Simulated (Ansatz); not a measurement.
CrIr3 (Cu3Au type, space group No. 221) under volume change, plane-wave PAW PBEsol (Ansatz code), scaled uniformly.

| V (Å³/atom) | E − E(relaxed) (meV/atom) | P (GPa) |
|---|---|---|
| 12.259 | 142.4 | 41.26 |
| 12.663 | 59.4 | 25.02 |
| 13.067 | 14.0 | 11.41 |
| 13.471 | 0.0 | 0.00 |
| 13.875 | 12.4 | -9.54 |
| 14.279 | 46.8 | -17.47 |
| 14.684 | 99.4 | -24.03 |

Task: What does a third-order Birch–Murnaghan fit give for V₀, B₀ and B′?

Result: V₀ = 13.47 Å³/atom, B₀ = 346 GPa, B′ = 5.0.

Space group Pm-3m (Cu3Au type). The first step of the workflow began from a Materials Project structure, measured or hypothetical; the Crystallography Open Database copy checked does not list it. With Cr and Ir taken as one species the cell has the higher symmetry Fm-3m, so it may be an ordered model of a mixed-site phase. Its standing as an ambient phase is unchecked. Symmetry was held in the PBEsol relaxation; whether a distortion lowers the energy is not shown. Magnetic state: ferromagnetic, chosen from 4 collinear starts compared on coarse meshes (ties went to the first, and starts can fall back to one state), not a proven ground state. Scalar-relativistic: spin–orbit coupling is off unless named, which matters more the heavier the elements.

Potentials: the later of the program's two PAW sets.
